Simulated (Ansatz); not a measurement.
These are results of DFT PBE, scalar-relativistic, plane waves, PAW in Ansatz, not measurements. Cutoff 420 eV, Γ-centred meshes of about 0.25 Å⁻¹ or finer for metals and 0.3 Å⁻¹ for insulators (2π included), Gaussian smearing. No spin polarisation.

This relaxed MoH3 cell comes from a structure search over trial cells.

```cif
data_structure
_symmetry_space_group_name_H-M 'P 1'
_symmetry_Int_Tables_number 1
_cell_length_a 4.5897
_cell_length_b 4.5897
_cell_length_c 2.9558
_cell_angle_alpha 90.000
_cell_angle_beta 90.000
_cell_angle_gamma 120.000
_cell_volume 53.92
loop_
_atom_site_label
_atom_site_type_symbol
_atom_site_fract_x
_atom_site_fract_y
_atom_site_fract_z
_atom_site_occupancy
H1 H 0.90945 0.63668 0.75000 1
H2 H 0.72724 0.09055 0.75000 1
H3 H 0.36332 0.27276 0.75000 1
H4 H 0.09055 0.36332 0.25000 1
H5 H 0.27276 0.90945 0.25000 1
H6 H 0.63668 0.72724 0.25000 1
Mo1 Mo 0.33333 0.66667 0.75000 1
Mo2 Mo 0.66667 0.33333 0.25000 1
```

Question: Is it a true minimum?

Answer: As far as tested, yes. The phonons on a 2×2×4 q mesh of the computed 8-atom cell show no imaginary mode. (Phonon run: 12×12×12 k mesh, Gaussian smearing of 0.10 eV.) After random moves of the atoms it relaxes back. The optical modes at Γ run from 106 to 1254 cm⁻¹. H is surrounded by 3 Mo at 1.88–1.95 Å, 6 H at 2.11–2.21 Å and 2 H at 2.34 Å; Mo has 9 H at 1.88–1.95 Å. The phonon run warned that its eigensolver hadn't fully converged.

Phonons of metals hang on the k mesh and the smearing.
